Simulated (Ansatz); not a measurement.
input.yaml

```yaml
crystal:
  lattice:
    - [4.982, 0.0, 0.0]
    - [0.0, 4.982, 0.0]
    - [0.0, 0.0, 6.963]
  atoms:
    - { symbol: Si, position: [0.29897, 0.29897, 0.0] }
    - { symbol: Si, position: [0.20103, 0.79897, 0.25] }
    - { symbol: Si, position: [0.70103, 0.70103, 0.5] }
    - { symbol: Si, position: [0.79897, 0.20103, 0.75] }
    - { symbol: O, position: [0.23989, 0.10347, 0.17813] }
    - { symbol: O, position: [0.39653, 0.73989, 0.42813] }
    - { symbol: O, position: [0.76011, 0.89653, 0.67813] }
    - { symbol: O, position: [0.60347, 0.26011, 0.92813] }
    - { symbol: O, position: [0.73989, 0.39653, 0.57187] }
    - { symbol: O, position: [0.89653, 0.76011, 0.32187] }
    - { symbol: O, position: [0.26011, 0.60347, 0.07187] }
    - { symbol: O, position: [0.10347, 0.23989, 0.82187] }
basis:
  ecutwfc: 500
kpoints:
  mp_grid: { grid: [6, 6, 4] }
hamiltonian:
  xc: r2scan
scf:
  occupations: { method: gaussian, width: 0.02 }
output:
  forces: true
  stress: true
  eigenvalues: true
  write_density: true
  write_potential: true
  elf: true
  volumetric_format: npy
relax:
  adjacent_minimum: "off"
  f_tol: 0.005
  max_steps: 80
  cell: { stress_tol: 0.05 }
```

Run as
```bash
ansatz run input.yaml --threads 2 --pin off --max-ram 5120MiB --backend cpu --events-out ev --progress --plain --runs-dir out
```

Computed with Ansatz 0.2.0, DFT r2SCAN, scalar-relativistic, plane waves, PAW.

Part of what the program printed, abridged (iterations and final results):

```
SCF iter   1: F=—  HF=-7119.953005 eV  |F-HF|=—  |Δ(HF+E_count)|=         —  Δρ=6.95e-3  dr2=8.24e-2  dr2_τ=1.09e0  ethr=1.77e-3  ⟨swp⟩=7.3  Hψ=6772  notcnv=0  defer=17
SCF iter   2: F=—  HF=-7120.294953 eV  |F-HF|=—  |Δ(HF+E_count)|=   3.42e-1  Δρ=4.45e-3  dr2=2.17e-2  dr2_τ=1.94e-3  ethr=1.29e-4  ⟨swp⟩=3.5  Hψ=2956  notcnv=0  defer=161
SCF iter   3: F=—  HF=-7120.292629 eV  |F-HF|=—  |Δ(HF+E_count)|=   2.32e-3  Δρ=6.53e-4  dr2=6.75e-4  dr2_τ=1.96e-4  ethr=3.40e-5  ⟨swp⟩=2.0  Hψ=2078  notcnv=0  defer=161
SCF iter   4: F=—  HF=-7120.292635 eV  |F-HF|=—  |Δ(HF+E_count)|=   5.42e-6  Δρ=1.74e-4  dr2=2.35e-5  dr2_τ=2.98e-6  ethr=1.05e-6  ⟨swp⟩=2.1  Hψ=1986  notcnv=0  defer=161
SCF iter   5: F=—  HF=-7120.292636 eV  |F-HF|=—  |Δ(HF+E_count)|=   1.80e-6  Δρ=7.03e-5  dr2=7.96e-6  dr2_τ=3.13e-7  ethr=3.67e-8  ⟨swp⟩=2.0  Hψ=2119  notcnv=0  defer=161
SCF iter   6: F=—  HF=-7120.292637 eV  |F-HF|=—  |Δ(HF+E_count)|=   2.10e-7  Δρ=2.54e-5  dr2=1.08e-6  dr2_τ=1.77e-8  ethr=1.24e-8  ⟨swp⟩=3.0  Hψ=2208  notcnv=0  defer=161
SCF iter   7: F=-7120.292637 eV  HF=-7120.292637 eV  |F-HF|=5.74e-9  |Δ(HF+E_count)|=   1.04e-7  Δρ=2.67e-6  dr2=1.35e-8  dr2_τ=5.68e-10  ethr=1.56e-10  ⟨swp⟩=15.3  Hψ=10900  notcnv=0
SCF 1 converged in 7 iterations: F = -7120.292637 eV  dr2 = 1.35e-8
relax step   1: F+E_penalty+E_count = -7120.29263663 eV  Δ(F+E_penalty+E_count) = +0.000e0 eV  max|allowed force component| = 1.706e-1 eV/Å  Δτ_max = 0.0000 Å  P = +1.717 GPa  Ω = 172.824 Å³  (7 SCF iters, dr2 threshold 1.00e-7 eV, accepted)
Crystal: 12 atoms, lattice volume = 173.513 Å³
Basis set: ecut = 500 eV, 4389 PW (Γ), exchange–correlation on 160×160×216 points (64 copies of the dense FFT grid, shifted against one another)
Initial density: handed on by an earlier stage of this run
Initial wavefunctions: those handed on with the density
SCF iter   1: F=—  HF=-7120.299717 eV  |F-HF|=—  |Δ(HF+E_count)|=         —  Δρ=9.29e-4  dr2=1.37e-3  dr2_τ=1.92e-3  ethr=2.35e-6  ⟨swp⟩=4.1  Hψ=5092  notcnv=0
SCF iter   2: F=—  HF=-7120.299973 eV  |F-HF|=—  |Δ(HF+E_count)|=   2.57e-4  Δρ=3.09e-4  dr2=1.81e-4  dr2_τ=2.07e-5  ethr=2.14e-6  ⟨swp⟩=2.1  Hψ=2504  notcnv=0
SCF iter   3: F=—  HF=-7120.299927 eV  |F-HF|=—  |Δ(HF+E_count)|=   4.59e-5  Δρ=1.06e-4  dr2=2.80e-5  dr2_τ=1.49e-6  ethr=2.82e-7  ⟨swp⟩=2.0  Hψ=2219  notcnv=0
SCF iter   4: F=-7120.299925 eV  HF=-7120.299924 eV  |F-HF|=9.08e-7  |Δ(HF+E_count)|=   3.10e-6  Δρ=2.36e-5  dr2=1.17e-6  dr2_τ=5.30e-8  ethr=1.87e-9  ⟨swp⟩=11.2  Hψ=11806  notcnv=0
SCF 2 converged in 4 iterations: F = -7120.299925 eV  dr2 = 1.17e-6
relax step   2: F+E_penalty+E_count = -7120.29992528 eV  Δ(F+E_penalty+E_count) = -7.289e-3 eV  max|allowed force component| = 1.073e-1 eV/Å  Δτ_max = 0.0014 Å  P = +0.901 GPa  Ω = 173.513 Å³  energy of the carried Pulay correction = -2.456e-4 eV  (4 SCF iters, dr2 threshold 1.20e-6 eV, accepted)
Crystal: 12 atoms, lattice volume = 174.176 Å³
Basis set: ecut = 500 eV, 4421 PW (Γ), exchange–correlation on 160×160×216 points (64 copies of the dense FFT grid, shifted against one another)
SCF iter   1: F=—  HF=-7120.303263 eV  |F-HF|=—  |Δ(HF+E_count)|=         —  Δρ=1.15e-3  dr2=2.05e-3  dr2_τ=6.10e-3  ethr=3.33e-6  ⟨swp⟩=3.5  Hψ=5546  notcnv=0
SCF iter   2: F=—  HF=-7120.303623 eV  |F-HF|=—  |Δ(HF+E_count)|=   3.59e-4  Δρ=4.38e-4  dr2=3.57e-4  dr2_τ=2.67e-5  ethr=3.21e-6  ⟨swp⟩=3.0  Hψ=2627  notcnv=0
SCF iter   3: F=—  HF=-7120.303527 eV  |F-HF|=—  |Δ(HF+E_count)|=   9.53e-5  Δρ=1.26e-4  dr2=3.74e-5  dr2_τ=3.82e-6  ethr=5.58e-7  ⟨swp⟩=2.6  Hψ=2224  notcnv=0
SCF iter   4: F=—  HF=-7120.303526 eV  |F-HF|=—  |Δ(HF+E_count)|=   7.34e-7  Δρ=3.83e-5  dr2=2.73e-6  dr2_τ=1.10e-7  ethr=5.85e-8  ⟨swp⟩=2.9  Hψ=2248  notcnv=0
SCF iter   5: F=-7120.303529 eV  HF=-7120.303528 eV  |F-HF|=8.45e-8  |Δ(HF+E_count)|=   1.93e-6  Δρ=8.47e-6  dr2=1.07e-7  dr2_τ=7.49e-9  ethr=1.87e-9  ⟨swp⟩=12.6  Hψ=10861  notcnv=0
SCF 3 converged in 5 iterations: F = -7120.303529 eV  dr2 = 1.07e-7
relax step   3: F+E_penalty+E_count = -7120.30352850 eV  Δ(F+E_penalty+E_count) = -3.603e-3 eV  max|allowed force component| = 1.314e-2 eV/Å  Δτ_max = 0.0035 Å  P = -0.043 GPa  Ω = 174.176 Å³  energy of the carried Pulay correction = -4.812e-4 eV  (5 SCF iters, dr2 threshold 1.20e-6 eV, accepted)
Crystal: 12 atoms, lattice volume = 173.680 Å³
SCF iter   1: F=—  HF=-7120.303780 eV  |F-HF|=—  |Δ(HF+E_count)|=         —  Δρ=8.99e-4  dr2=8.87e-4  dr2_τ=1.39e-2  ethr=1.24e-6  ⟨swp⟩=2.6  Hψ=5754  notcnv=0
SCF iter   2: F=—  HF=-7120.304352 eV  |F-HF|=—  |Δ(HF+E_count)|=   5.71e-4  Δρ=5.37e-4  dr2=2.98e-4  dr2_τ=1.95e-5  ethr=1.24e-6  ⟨swp⟩=2.0  Hψ=2642  notcnv=0
SCF iter   3: F=—  HF=-7120.304320 eV  |F-HF|=—  |Δ(HF+E_count)|=   3.12e-5  Δρ=1.77e-4  dr2=3.15e-5  dr2_τ=8.61e-6  ethr=4.66e-7  ⟨swp⟩=2.5  Hψ=2135  notcnv=0
SCF iter   4: F=—  HF=-7120.304324 eV  |F-HF|=—  |Δ(HF+E_count)|=   3.53e-6  Δρ=5.79e-5  dr2=2.96e-6  dr2_τ=2.71e-7  ethr=4.92e-8  ⟨swp⟩=2.0  Hψ=2056  notcnv=0
SCF iter   5: F=—  HF=-7120.304324 eV  |F-HF|=—  |Δ(HF+E_count)|=   5.35e-7  Δρ=3.64e-5  dr2=1.91e-6  dr2_τ=1.86e-7  ethr=4.62e-9  ⟨swp⟩=2.0  Hψ=2267  notcnv=0
SCF iter   6: F=—  HF=-7120.304325 eV  |F-HF|=—  |Δ(HF+E_count)|=   6.37e-8  Δρ=1.26e-5  dr2=2.28e-7  dr2_τ=4.86e-9  ethr=2.98e-9  ⟨swp⟩=2.4  Hψ=2007  notcnv=0
SCF iter   7: F=-7120.304324 eV  HF=-7120.304324 eV  |F-HF|=1.68e-9  |Δ(HF+E_count)|=   7.97e-8  Δρ=1.67e-6  dr2=4.36e-9  dr2_τ=1.09e-10  ethr=1.69e-11  ⟨swp⟩=8.1  Hψ=9047  notcnv=0
SCF 4 converged in 7 iterations: F = -7120.304324 eV  dr2 = 4.36e-9
relax step   4: F+E_penalty+E_count = -7120.30432448 eV  Δ(F+E_penalty+E_count) = -7.960e-4 eV  max|allowed force component| = 1.065e-2 eV/Å  Δτ_max = 0.0061 Å  P = -0.023 GPa  Ω = 173.680 Å³  energy of the carried Pulay correction = -3.049e-4 eV  (7 SCF iters, dr2 threshold 1.08e-8 eV, accepted)
Crystal: 12 atoms, lattice volume = 172.266 Å³
Basis set: ecut = 500 eV, 4349 PW (Γ), exchange–correlation on 160×160×216 points (64 copies of the dense FFT grid, shifted against one another)
SCF iter   1: F=—  HF=-7120.312992 eV  |F-HF|=—  |Δ(HF+E_count)|=         —  Δρ=2.62e-3  dr2=7.52e-3  dr2_τ=1.15e-1  ethr=1.15e-5  ⟨swp⟩=4.2  Hψ=6987  notcnv=0
SCF iter   2: F=—  HF=-7120.305859 eV  |F-HF|=—  |Δ(HF+E_count)|=   7.13e-3  Δρ=1.56e-3  dr2=2.44e-3  dr2_τ=1.68e-4  ethr=1.15e-5  ⟨swp⟩=3.1  Hψ=2991  notcnv=0
SCF iter   3: F=—  HF=-7120.305652 eV  |F-HF|=—  |Δ(HF+E_count)|=   2.07e-4  Δρ=5.36e-4  dr2=2.99e-4  dr2_τ=7.81e-5  ethr=3.81e-6  ⟨swp⟩=2.6  Hψ=2497  notcnv=0
SCF iter   4: F=—  HF=-7120.305633 eV  |F-HF|=—  |Δ(HF+E_count)|=   1.86e-5  Δρ=1.53e-4  dr2=2.04e-5  dr2_τ=2.01e-6  ethr=4.68e-7  ⟨swp⟩=2.0  Hψ=2051  notcnv=0
SCF iter   5: F=—  HF=-7120.305652 eV  |F-HF|=—  |Δ(HF+E_count)|=   1.83e-5  Δρ=6.95e-5  dr2=7.16e-6  dr2_τ=8.90e-7  ethr=3.19e-8  ⟨swp⟩=2.0  Hψ=2250  notcnv=0
SCF iter   6: F=—  HF=-7120.305649 eV  |F-HF|=—  |Δ(HF+E_count)|=   2.25e-6  Δρ=2.06e-5  dr2=6.38e-7  dr2_τ=1.68e-8  ethr=1.12e-8  ⟨swp⟩=2.1  Hψ=1841  notcnv=0
SCF iter   7: F=—  HF=-7120.305649 eV  |F-HF|=—  |Δ(HF+E_count)|=   5.82e-7  Δρ=2.31e-6  dr2=7.84e-9  dr2_τ=2.96e-10  ethr=9.97e-10  ⟨swp⟩=2.0  Hψ=2021  notcnv=0
SCF iter   8: F=-7120.305649 eV  HF=-7120.305649 eV  |F-HF|=1.73e-10  |Δ(HF+E_count)|=   2.30e-9  Δρ=9.71e-7  dr2=1.26e-9  dr2_τ=1.04e-10  ethr=1.11e-11  ⟨swp⟩=9.2  Hψ=8081  notcnv=0
SCF 5 converged in 8 iterations: F = -7120.305649 eV  dr2 = 1.26e-9
relax step   5: F+E_penalty+E_count = -7120.30564882 eV  Δ(F+E_penalty+E_count) = -1.324e-3 eV  max|allowed force component| = 1.110e-2 eV/Å  Δτ_max = 0.0176 Å  P = +0.006 GPa  Ω = 172.266 Å³  energy of the carried Pulay correction = +1.995e-4 eV  (8 SCF iters, dr2 threshold 7.08e-9 eV, accepted)
Crystal: 12 atoms, lattice volume = 171.902 Å³
Basis set: ecut = 500 eV, 4333 PW (Γ), exchange–correlation on 160×160×216 points (64 copies of the dense FFT grid, shifted against one another)
SCF iter   1: F=—  HF=-7120.305367 eV  |F-HF|=—  |Δ(HF+E_count)|=         —  Δρ=7.56e-4  dr2=7.06e-4  dr2_τ=1.11e-2  ethr=8.65e-7  ⟨swp⟩=3.2  Hψ=6371  notcnv=0
SCF iter   2: F=—  HF=-7120.305748 eV  |F-HF|=—  |Δ(HF+E_count)|=   3.81e-4  Δρ=4.47e-4  dr2=2.46e-4  dr2_τ=1.05e-5  ethr=8.65e-7  ⟨swp⟩=2.0  Hψ=2640  notcnv=0
SCF iter   3: F=—  HF=-7120.305686 eV  |F-HF|=—  |Δ(HF+E_count)|=   6.18e-5  Δρ=1.37e-4  dr2=1.81e-5  dr2_τ=3.64e-6  ethr=3.85e-7  ⟨swp⟩=2.0  Hψ=2052  notcnv=0
SCF iter   4: F=—  HF=-7120.305684 eV  |F-HF|=—  |Δ(HF+E_count)|=   1.49e-6  Δρ=5.57e-5  dr2=2.59e-6  dr2_τ=2.34e-7  ethr=2.83e-8  ⟨swp⟩=2.3  Hψ=2115  notcnv=0
SCF iter   5: F=—  HF=-7120.305681 eV  |F-HF|=—  |Δ(HF+E_count)|=   3.92e-6  Δρ=2.47e-5  dr2=9.85e-7  dr2_τ=9.96e-8  ethr=4.04e-9  ⟨swp⟩=2.0  Hψ=2203  notcnv=0
SCF iter   6: F=—  HF=-7120.305680 eV  |F-HF|=—  |Δ(HF+E_count)|=   9.59e-8  Δρ=6.50e-6  dr2=6.85e-8  dr2_τ=1.03e-9  ethr=1.54e-9  ⟨swp⟩=2.1  Hψ=1920  notcnv=0
SCF iter   7: F=-7120.305680 eV  HF=-7120.305680 eV  |F-HF|=3.60e-10  |Δ(HF+E_count)|=   2.52e-8  Δρ=5.59e-7  dr2=6.79e-10  dr2_τ=2.88e-11  ethr=1.20e-11  ⟨swp⟩=7.3  Hψ=8650  notcnv=0
SCF 6 converged in 7 iterations: F = -7120.305680 eV  dr2 = 6.79e-10
relax step   6: F+E_penalty+E_count = -7120.30568044 eV  Δ(F+E_penalty+E_count) = -3.162e-5 eV  max|allowed force component| = 2.657e-2 eV/Å  Δτ_max = 0.0055 Å  P = -0.064 GPa  Ω = 171.902 Å³  energy of the carried Pulay correction = +3.303e-4 eV  (7 SCF iters, dr2 threshold 7.70e-9 eV, rejected (line search))
Crystal: 12 atoms, lattice volume = 172.098 Å³
Basis set: ecut = 500 eV, 4341 PW (Γ), exchange–correlation on 160×160×216 points (64 copies of the dense FFT grid, shifted against one another)
SCF iter   1: F=—  HF=-7120.305589 eV  |F-HF|=—  |Δ(HF+E_count)|=         —  Δρ=4.06e-4  dr2=2.28e-4  dr2_τ=3.32e-3  ethr=2.71e-7  ⟨swp⟩=3.8  Hψ=6046  notcnv=0
SCF iter   2: F=—  HF=-7120.305857 eV  |F-HF|=—  |Δ(HF+E_count)|=   2.68e-4  Δρ=2.35e-4  dr2=7.72e-5  dr2_τ=2.67e-6  ethr=2.71e-7  ⟨swp⟩=2.0  Hψ=2640  notcnv=0
SCF iter   3: F=—  HF=-7120.305836 eV  |F-HF|=—  |Δ(HF+E_count)|=   2.11e-5  Δρ=6.61e-5  dr2=4.36e-6  dr2_τ=6.59e-7  ethr=1.21e-7  ⟨swp⟩=2.0  Hψ=2040  notcnv=0
SCF iter   4: F=—  HF=-7120.305827 eV  |F-HF|=—  |Δ(HF+E_count)|=   8.52e-6  Δρ=2.66e-5  dr2=5.98e-7  dr2_τ=4.78e-8  ethr=6.81e-9  ⟨swp⟩=2.8  Hψ=2174  notcnv=0
SCF iter   5: F=—  HF=-7120.305828 eV  |F-HF|=—  |Δ(HF+E_count)|=   3.85e-7  Δρ=7.85e-6  dr2=8.40e-8  dr2_τ=9.57e-9  ethr=9.35e-10  ⟨swp⟩=2.0  Hψ=2040  notcnv=0
SCF iter   6: F=—  HF=-7120.305828 eV  |F-HF|=—  |Δ(HF+E_count)|=   2.19e-8  Δρ=1.35e-6  dr2=1.98e-9  dr2_τ=1.55e-10  ethr=1.31e-10  ⟨swp⟩=2.0  Hψ=2040  notcnv=0
SCF iter   7: F=—  HF=-7120.305828 eV  |F-HF|=—  |Δ(HF+E_count)|=   2.26e-9  Δρ=4.02e-7  dr2=2.29e-10  dr2_τ=1.53e-11  ethr=3.09e-12  ⟨swp⟩=2.0  Hψ=2040  notcnv=0
SCF iter   8: F=-7120.305828 eV  HF=-7120.305828 eV  |F-HF|=2.73e-12  |Δ(HF+E_count)|=  2.50e-10  Δρ=1.21e-7  dr2=1.84e-11  dr2_τ=1.79e-12  ethr=1.00e-12  ⟨swp⟩=8.0  Hψ=6761  notcnv=0
SCF 7 converged in 8 iterations: F = -7120.305828 eV  dr2 = 1.84e-11
relax step   7: F+E_penalty+E_count = -7120.30582769 eV  Δ(F+E_penalty+E_count) = -1.789e-4 eV  max|allowed force component| = 4.216e-3 eV/Å  Δτ_max = 0.0027 Å  P = -0.023 GPa  Ω = 172.098 Å³  energy of the carried Pulay correction = +2.600e-4 eV  (8 SCF iters, accepted)
Initial wavefunctions: pseudopotential atomic-orbital guess (no wavefunctions were taken with the density)
SCF iter   1: F=—  HF=-7120.305545 eV  |F-HF|=—  |Δ(HF+E_count)|=         —  Δρ=3.76e-5  dr2=8.07e-8  dr2_τ=2.14e-7  ethr=2.09e-7  ⟨swp⟩=4.1  Hψ=10735  notcnv=0
SCF iter   2: F=—  HF=-7120.305551 eV  |F-HF|=—  |Δ(HF+E_count)|=   5.07e-6  Δρ=1.91e-5  dr2=2.14e-8  dr2_τ=2.82e-7  ethr=1.26e-10  ⟨swp⟩=3.0  Hψ=2634  notcnv=0
SCF iter   3: F=—  HF=-7120.305545 eV  |F-HF|=—  |Δ(HF+E_count)|=   5.96e-6  Δρ=2.01e-6  dr2=4.02e-9  dr2_τ=1.12e-9  ethr=3.34e-11  ⟨swp⟩=2.0  Hψ=2280  notcnv=0
SCF iter   4: F=—  HF=-7120.305545 eV  |F-HF|=—  |Δ(HF+E_count)|=   3.77e-9  Δρ=5.13e-7  dr2=2.17e-10  dr2_τ=7.19e-11  ethr=6.28e-12  ⟨swp⟩=2.3  Hψ=2188  notcnv=0
SCF iter   5: F=-7120.305545 eV  HF=-7120.305545 eV  |F-HF|=8.19e-12  |Δ(HF+E_count)|=  2.09e-11  Δρ=9.07e-8  dr2=3.07e-12  dr2_τ=1.97e-12  ethr=1.00e-12  ⟨swp⟩=7.0  Hψ=6347  notcnv=0
SCF 8 converged in 5 iterations: F = -7120.305545 eV  dr2 = 3.07e-12
SCF converged after 5 iterations
Free energy (F): -7120.305545 eV
Harris-Foulkes:  -7120.305545 eV  (|F-HF|=8.19e-12)
Internal energy: -7120.305545 eV  (E = F + TS)
E sigma→0 (E₀):  -7120.305545 eV
Fermi energy:    4.101743 eV
--- Per-component energies (eV) ---
  E_band       = -401.218835
  E_kinetic    = 1620.431508
  E_local      = -4498.944460  (includes V_loc(G=0)·N_el)
  E_nonlocal   = 472.019012
  E_hartree    = 1658.012517
  E_xc         = -800.135013
  E_vxc        = -1059.447690  (∫ρ·V_xc dr)
  E_paw        = -3367.622901  (= ΣΔE_a)
  E_vpaw       = -318.252210  (= ΣTr[D̂ρ^β])
  E_aug_tail   = 0.008491  (compensation charges beyond the density's cutoff)
  E_vtau       = 66.941443  (kinetic-family band-sum trace: ∫τ·v_τ [+ j·A + Jᵃ·Aᵃ] dr)
  E_ewald      = -2203.513440
  E_core_change = -0.561259  (= ΣΔE_core)
  E_smearing   =  0.000000  (= −TS)
--- Forces (eV/Å), atoms counted from 1 ---
  atom   1  Si     0.00309132     0.00309132     0.00000000
  atom   2  Si    -0.00309132     0.00309132     0.00000000
  atom   3  Si    -0.00309132    -0.00309132     0.00000000
  atom   4  Si     0.00309132    -0.00309132     0.00000000
  atom   5  O     -0.00098845    -0.00410711     0.00421318
  atom   6  O      0.00410711    -0.00098845     0.00421318
  atom   7  O      0.00098845     0.00410711     0.00421318
  atom   8  O     -0.00410711     0.00098845     0.00421318
  atom   9  O     -0.00098845     0.00410711    -0.00421318
  atom  10  O      0.00410711     0.00098845    -0.00421318
  atom  11  O      0.00098845    -0.00410711    -0.00421318
  atom  12  O     -0.00410711    -0.00098845    -0.00421318
--- Stress (GPa, compression-positive) ---
       -0.035001       0.000000       0.000000
        0.000000      -0.035001       0.000000
        0.000000       0.000000       0.007552
  P = ⅓ Tr σ = -0.0208 GPa (-0.208 kbar)
--- Band table (eV; the first three rows and the last of 30) ---
  k-point 0: bands = ["-19.4954", "-18.5952", "-18.5952", "-17.4623", "-17.4183", "-17.4129", "-17.4045", "-17.4045", "-8.6222", "-6.5190", "-6.5190", "-4.9250", "-4.8105", "-4.8105", "-4.3048", "-4.1494", "-2.0811", "-2.0519", "-2.0519", "-1.4811", "-1.3983", "-1.0932", "-0.8710", "-0.8454", "-0.8454", "-0.3912", "-0.3912", "-0.3391", "0.2401", "0.6247", "0.6247", "0.9313", "7.2721", "10.5670", "10.5670", "11.0513", "11.0513", "11.5142", "11.9676", "12.8543", "12.9090", "12.9090", "13.2446", "13.5017"]
  k-point 1: bands = ["-19.4319", "-18.9585", "-18.2000", "-17.5622", "-17.4159", "-17.4120", "-17.4062", "-17.4060", "-8.4484", "-7.2820", "-5.8185", "-5.0160", "-4.7829", "-4.6995", "-4.4118", "-4.2522", "-2.0250", "-2.0227", "-1.9258", "-1.4351", "-1.3298", "-1.0701", "-1.0249", "-0.9383", "-0.8796", "-0.7653", "-0.2042", "0.0563", "0.2852", "0.4271", "0.5971", "0.8167", "7.6294", "9.7019", "10.8679", "11.2607", "11.4331", "11.5478", "11.7207", "12.7096", "12.7333", "13.0372", "13.1676", "13.2645"]
  k-point 2: bands = ["-19.2472", "-19.2472", "-17.8314", "-17.8314", "-17.4107", "-17.4107", "-17.4094", "-17.4094", "-7.9680", "-7.9680", "-5.3036", "-5.3036", "-4.6243", "-4.6243", "-4.4837", "-4.4837", "-1.9769", "-1.9769", "-1.6203", "-1.6203", "-1.1759", "-1.1759", "-0.9871", "-0.9871", "-0.9837", "-0.9837", "0.0918", "0.0918", "0.3885", "0.3885", "0.5345", "0.5345", "8.5523", "8.5523", "11.2765", "11.2765", "11.5157", "11.5157", "12.2938", "12.2938", "12.4650", "12.4650", "13.2903", "13.2903"]
  k-point 29: bands = ["-18.5600", "-18.5600", "-18.5600", "-18.5600", "-17.4763", "-17.4763", "-17.4763", "-17.4763", "-6.5561", "-6.5561", "-6.5561", "-6.5561", "-4.1796", "-4.1796", "-4.1796", "-4.1796", "-2.0852", "-2.0852", "-2.0852", "-2.0852", "-1.3399", "-1.3399", "-1.3399", "-1.3399", "-0.4305", "-0.4305", "-0.4305", "-0.4305", "0.3128", "0.3128", "0.3128", "0.3128", "10.9076", "10.9076", "10.9076", "10.9076", "11.5572", "11.5572", "11.5572", "11.5572", "12.2610", "12.2610", "12.2610", "12.2610"]
--- Relaxed structure (7 steps of the walk, 6 accepted, 1 SCFs on fresh bases) ---
  F+E_penalty+E_count = -7120.30554457 eV   max|allowed force component| = 4.213e-3 eV/Å   (the final SCF, on the basis selected at the relaxed cell)
  cell:  # Å, volume = 172.0975 Å³
    - [4.98514102, 0.0, 0.0]
    - [0.0, 4.98514102, 0.0]
    - [0.0, 0.0, 6.92499834]
  atoms:
    - { symbol: Si, position: [0.30183657, 0.30183657, 0.0] }
    - { symbol: Si, position: [0.19816342, 0.80183657, 0.25] }
    - { symbol: Si, position: [0.69816342, 0.69816342, 0.5] }
    - { symbol: Si, position: [0.80183657, 0.19816342, 0.74999999] }
    - { symbol: O, position: [0.23841467, 0.10803162, 0.18082817] }
    - { symbol: O, position: [0.39196837, 0.73841467, 0.43082817] }
    - { symbol: O, position: [0.76158532, 0.89196837, 0.68082817] }
    - { symbol: O, position: [0.60803162, 0.26158532, 0.93082817] }
    - { symbol: O, position: [0.73841467, 0.39196837, 0.56917182] }
    - { symbol: O, position: [0.89196837, 0.76158532, 0.31917182] }
    - { symbol: O, position: [0.26158532, 0.60803162, 0.06917182] }
    - { symbol: O, position: [0.10803162, 0.23841467, 0.81917182] }
```

The relaxation met its thresholds.

It took 4 min on 2 threads of AMD EPYC (Zen 3), on a shared host, peak memory 0.83 GiB.